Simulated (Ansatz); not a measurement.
YN (zinc blende, F-43m), LDA (plane waves, PAW; program Ansatz). The conduction-band minimum lies at Γ, with 1 equivalent valley. Second derivatives d²E/dk² of the lowest band at one valley (eV·Å²), along Cartesian directions:

```tsv
direction	d²E/dk²
[100]	23.63
[010]	23.63
[001]	23.63
[110]	23.63
[101]	23.63
[011]	23.63
```

### Question
Find the principal effective masses, the density-of-states mass and the conductivity mass.

### Answer
Off-diagonal terms follow from H_xy = H[110] − (H_xx + H_yy)/2, and m*/mₑ = 7.620 eV·Å² over each eigenvalue: 0.32, 0.32, 0.32. One valley's DOS mass (m₁m₂m₃)^(1/3) = 0.32, conductivity mass 3/(Σ 1/mᵢ) = 0.32 mₑ.

### Question
What effective density of states Nc follows at 300 K for parabolic valleys?

### Answer
Nc = 2.509e19 × 1 × (0.32)^(3/2) ≈ 4.5e18 cm⁻³.

The first step of the workflow began from a Materials Project structure, measured or hypothetical; the Crystallography Open Database copy checked does not list it. COD files the formula under space group No. 225, so this cell is another polymorph or a model. Its standing as an ambient phase is unchecked. The cell was relaxed with LDA under the symmetry of its start; its stability against distortions is not shown here. No spin polarisation was allowed. Scalar-relativistic: spin–orbit coupling is off unless named, which matters more the heavier the elements.

Potentials: the later of the program's two PAW sets.

Edges and masses are those of Kohn–Sham bands, whose gap is no quasiparticle gap.
